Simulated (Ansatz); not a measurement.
Cs₂TlAsI₆:
```cif
data_AsCs2I6Tl
_chemical_formula_sum 'Cs2 Tl1 As1 I6'
_space_group_name_H-M_alt 'P 1'
_space_group_IT_number 1
_cell_length_a 8.52344
_cell_length_b 8.52344
_cell_length_c 8.52344
_cell_angle_alpha 60.000
_cell_angle_beta 60.000
_cell_angle_gamma 60.000
loop_
_space_group_symop_operation_xyz
  'x, y, z'
loop_
_atom_site_label
_atom_site_type_symbol
_atom_site_fract_x
_atom_site_fract_y
_atom_site_fract_z
_atom_site_occupancy
Cs1 Cs 0.75000 0.75000 0.75000 1
Cs2 Cs 0.25000 0.25000 0.25000 1
Tl1 Tl 0.50000 0.50000 0.50000 1
As1 As 0.00000 0.00000 0.00000 1
I1 I 0.76460 0.23540 0.23540 1
I2 I 0.23540 0.76460 0.76460 1
I3 I 0.23540 0.76460 0.23540 1
I4 I 0.76460 0.23540 0.76460 1
I5 I 0.23540 0.23540 0.76460 1
I6 I 0.76460 0.76460 0.23540 1
```

Relaxed with PBEsol.

Tabulate the valence density and the electron localisation function along the shortest As–I contact (2.84 Å), PBEsol (plane waves, PAW; program Ansatz).



| distance from As (Å) | density (e/Å³) | ELF |
|---|---|---|
| 0.28 | 19.03 | 0.27 |
| 0.43 | 9.56 | 0.37 |
| 0.57 | 3.94 | 0.53 |
| 0.71 | 1.56 | 0.64 |
| 0.85 | 0.75 | 0.64 |
| 0.99 | 0.49 | 0.59 |
| 1.14 | 0.38 | 0.54 |
| 1.28 | 0.34 | 0.52 |
| 1.42 | 0.35 | 0.56 |
| 1.56 | 0.41 | 0.62 |
| 1.70 | 0.53 | 0.62 |
| 1.84 | 0.72 | 0.59 |
| 1.99 | 0.98 | 0.57 |
| 2.13 | 1.82 | 0.52 |
| 2.27 | 4.74 | 0.39 |
| 2.41 | 9.73 | 0.24 |
| 2.55 | 14.67 | 0.17 |

The density is the valence pseudo-density with augmentation charge, so density and ELF within about 1 Å of a nucleus are not all-electron values.

Space group Fm-3m. The first step of the workflow began from a Materials Project structure, measured or hypothetical; the Crystallography Open Database copy checked does not list it. Its standing as an ambient phase is unchecked. Symmetry was held in the PBEsol relaxation; its stability against distortions is not shown here. Scalar-relativistic: spin–orbit coupling is off unless named, which matters more the heavier the elements.

Potentials: the later of the program's two PAW sets.
